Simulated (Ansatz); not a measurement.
BaZrS₃ (Pnma) was relaxed and computed twice in Ansatz (plane waves, PAW), once with PBE and once with PBEsol.

|  | run 1 | run 2 |
|---|---|---|
| cell | a = 7.1624 Å, b = 10.0321 Å, c = 7.0302 Å, α = β = γ = 90.00° | a = 7.0751 Å, b = 9.9100 Å, c = 6.9216 Å, α = 90.00°, β = 90.00°, γ = 90.00° |
| gap (eV) | 1.06 | 0.92 |
| ΔH_f (eV/atom) | -1.86 | -1.90 |
| B₀ by P(V) fit (GPa) | 70.1 | 75.6 |
| K_Hill (GPa) | 70.5 | 76.4 |
| G_Hill (GPa) | 33.9 | 35.0 |
| highest Γ mode, no LO–TO term (cm⁻¹) | 405 | 419 |
| electron conductivity mass (mₑ) | 0.31 | 0.27 |
| Θ_D (K) | 319 | 322 |

Task: Which run used which functional?

Result: Run 1 is PBE, run 2 is PBEsol.

All cells were relaxed under the symmetry of their starts (and spin orders); stability against distortions was not tested throughout. Rows with no word on spin ran without spin polarisation. Spin–orbit coupling is left out wherever it is not named.

Potentials: the later of the program's two PAW sets.

Ansatz (a first-principles code) is a plane-wave DFT program.

Formation energies count from the lowest solids of the elements computed at the same level, not from gases.
